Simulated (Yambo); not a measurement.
Yambo run on LiNbO2 (space group P6_3/mmc, No. 194). The wavefunctions are norm-conserving PBEsol (Quantum ESPRESSO, 84 Ry, scalar-relativistic) ones on a 6×6×1 mesh (28 occupied bands); a = b = 2.922 Å, c = 10.451 Å, α = β = 90.00°, γ = 120.00°.

Yambo input:

```
rim_cut
gw0
dyson
el_el_corr
HF_and_locXC
mpa
em1d
RandQpts= 1000000
RandGvec= 1 Ry
EXXRLvcs= 84 Ry
VXCRLvcs= 336 Ry
Chimod= "HARTREE"
% BndsRnXm
 5 | 156 |
%
NGsBlkXm= 8 Ry
% LongDrXm
 1.0 | 1.0 | 1.0 |
%
EnSampXm= "2l"
EnGridXm= "lP"
% EnRngeXm
 0.0 | 40.0 | eV
%
% ImRngeXm
 2.72114 | 27.21138 | eV
%
% DmRngeXm
 0.02721 | 2.72114 | eV
%
ETStpsXm= 8
IntSolXm= "PT"
% GbndRnge
 1 | 156 |
%
GTermKind= "none"
DysSolver= "n"
ExtendOut
% QPkrange
 1 | 1 | 28 | 29 |
%
```

k points by index: 1 = Γ.

Resulting energies as the program prints them:

```
#    K-point    Band    Eo [eV]    E [eV]    E-Eo [eV]    Vxc [eV]    Vnlxc [eV]    Sc|Eo [eV]    Sc|E [eV]    dSc/dw|Eo [eV]    Re(Z)    Im(Z)
#
    1    28    0.000000    0.223785    0.223785    -17.96452    -18.97601    1.309122    1.235278    -9.024587    0.750913    -0.005265
    1    29    1.594200    2.489278    0.895078    -18.29107    -13.74780    -3.343006    -3.648195    -9.279550    0.745645    -0.006570
```
(The two width columns are left out.) Convergence of these settings isn't established.

Spin-orbit coupling is not included.

Geometry of the Materials Project entry, not relaxed at this level.
